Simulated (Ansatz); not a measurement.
Sn (diamond)

Space group Fd-3m, origin choice 1 (No. 227); a = 6.540 Å, b = 6.540 Å, c = 6.540 Å, α = 90.00°, β = 90.00°, γ = 90.00°

```json
[
 {"atom": "Sn", "site": "8a", "symmetry": "-43m", "x": "0.0000", "y": "0.0000", "z": "0.0000"}
]
```
(The calculation used a cell of 2 atoms; values per cell refer to that cell.)

The volume is varied about the relaxed value V₀ at fixed cell shape. Symmetry pins the atoms to their sites.

Level of theory: PBEsol (plane waves to 420 eV, PAW, scalar-relativistic; Ansatz, a quantum-chemistry and plane-wave program). k mesh 12×12×12 (Γ-centred), Fermi-Dirac smearing 0.05 eV. E stands for the smeared free energy. Compression counts positive. Sn was relaxed with its symmetry unable to fall. ΔE is measured from the relaxed starting cell.

Problem. Predict the ΔE (kJ/mol of atoms) and P (GPa) at V/V₀ = 0.893, 0.920, 0.973, 1.080, 1.160.

Solution. 
| V/V₀ | ΔE (kJ/mol of atoms) | P (GPa) |
|---|---|---|
| 0.893 | 6.2 | 6.2 |
| 0.920 | 3.3 | 4.2 |
| 0.973 | 0.3 | 1.2 |
| 1.080 | 2.4 | -2.6 |
| 1.160 | 8.4 | -4.3 |

(A scan under strain: stresses follow from slopes of the energy per volume, elastic moduli from its curvatures.)
